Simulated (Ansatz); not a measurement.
Ca$_{3}$BiN:
```
Ca3BiN
1.0
    4.84426     0.00000     0.00000
    0.00000     4.84426     0.00000
    0.00000     0.00000     4.84426
Ca Bi N
3 1 1
Direct
  0.50000   0.00000   0.50000
  0.00000   0.50000   0.50000
  0.50000   0.50000   0.00000
  0.00000   0.00000   0.00000
  0.50000   0.50000   0.50000
```

Relaxed with PBEsol. Special points in fractions of this cell's reciprocal vectors: Γ (0.000, 0.000, 0.000); X (0.000, 0.500, 0.000); M (0.500, 0.500, 0.000); R (0.500, 0.500, 0.500).

List the band energies nearest the valence-band maximum at these points for PBEsol in the plane-wave PAW code Ansatz.

In eV from the valence-band maximum; about four levels below and three above (degenerate sets whole), none deeper than 8.9 eV; points with the same levels are listed once.

```
k                                below           above
-  -----------------------------------  --------------
Γ     -1.54 -1.54 -1.54 0.00 0.00 0.00  0.31 0.31 1.06
X              -1.33 -1.33 -1.27 -1.27  1.38 1.97 2.04
M              -1.65 -1.65 -1.51 -1.47  2.11 2.68 2.68
R  -2.83 -2.83 -2.83 -2.14 -2.14 -2.14  2.00 2.00 2.00
```

Space group Pm-3m (anti-perovskite). The first step of the workflow began from a Materials Project structure, measured or hypothetical; the Crystallography Open Database files this formula in space group No. 221, but the cells were not matched. Whether it is the stable phase at ambient conditions was not checked. The PBEsol relaxation kept the symmetry of its start; whether a distortion lowers the energy is not shown. Scalar-relativistic: spin–orbit coupling is off unless named, which matters more the heavier the elements.

Potentials: the later of the program's two PAW sets.
